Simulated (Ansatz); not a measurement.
## Fe2Pt (P-3m1): couplings from the magnetic force theorem

The geometry is a structure from the Materials Project, held fixed and not relaxed.

Settings: PBE, 12×12×5 k mesh, Fermi–Dirac smearing of 0.025 eV. PAW means Ansatz 0.2.0 on its default frozen-core files. Site moments are integrated in spheres about the atoms.

The run was typed so:

```yaml
crystal:
  lattice:
    - [2.617599916, 0.0, 0.0]
    - [-1.308799958, 2.2669080242, 0.0]
    - [0.0, 0.0, 6.276851]
  atoms:
    - { symbol: Fe, position: [0.3333333333, 0.6666666667, 0.64454], spin: 1.9 }
    - { symbol: Fe, position: [0.6666666667, 0.3333333333, 0.35546], spin: -1.9 }
    - { symbol: Pt, position: [0.0, 0.0, 0.0] }
magnetization:
  spin_polarized: true
kpoints:
  mp_grid: { grid: [12, 12, 5] }
scf:
  occupations: { method: fermi_dirac, width: 0.025 }
  lower_state_search: "off"
hamiltonian:
  xc: pbe
  pseudopotentials: { kind: paw }
output:
  eigenvalues: false
  eigenstates:
    nscf_kmesh: { grid: [12, 12, 5] }
    top_band: c32
    exchange_couplings: { magnetic: [{ species: Fe }] }
```

Command: `ansatz run input.yaml --threads 2 --pin off --max-ram 6144MiB --backend cpu --events-out ev --progress --plain --runs-dir out`

Site moments (μB): Fe1 1.93, Fe2 -1.93, Pt3 0.00. Cell moment 0.00 μB.

Couplings come from the force theorem (directions of the magnetic atoms constrained, all else relaxed) on a 12×12×5 mesh, with E = −Σ J e_i·e_j over ordered pairs of unit vectors, so positive J favours parallel moments.

```
            pair  count  J PAW (meV)
Fe1–Fe at 2.36 Å      3       +11.60
Fe1–Fe at 2.62 Å      6        -0.37
Fe1–Fe at 3.53 Å      3        +3.03
Fe1–Fe at 4.39 Å      6        -3.03
Fe1–Fe at 4.53 Å      6        +0.47
Fe1–Fe at 4.71 Å      3        -1.10
Fe1–Fe at 5.24 Å      6        -1.47
Fe1–Fe at 5.39 Å      3        -1.86
Fe1–Fe at 5.74 Å      6        -0.07
Fe1–Fe at 5.99 Å      6        +1.29
Fe1–Fe at 6.28 Å      2        -1.18
Fe1–Fe at 6.31 Å      3        +0.11
Fe1–Fe at 6.80 Å     12        -1.12
Fe1–Fe at 6.83 Å      6        -0.16
Fe1–Fe at 6.93 Å     12        -0.06
Fe1–Fe at 7.04 Å      6        +0.43
```

The program reports that this state isn't the lowest of its own couplings.

The couplings come from one mesh, and their convergence in k wasn't tested.

They shouldn't be read as transferable Heisenberg parameters: they are taken about a state that they themselves reject, with itinerant moments.

The Ansatz runs typed with the search for lower states off end where their start leads. Spin–orbit coupling is left out although heavy atoms are present. None of this fixes the real material's magnetic order: only patterns that fit the cell were computed, at zero temperature, with a functional that can overstate moments.
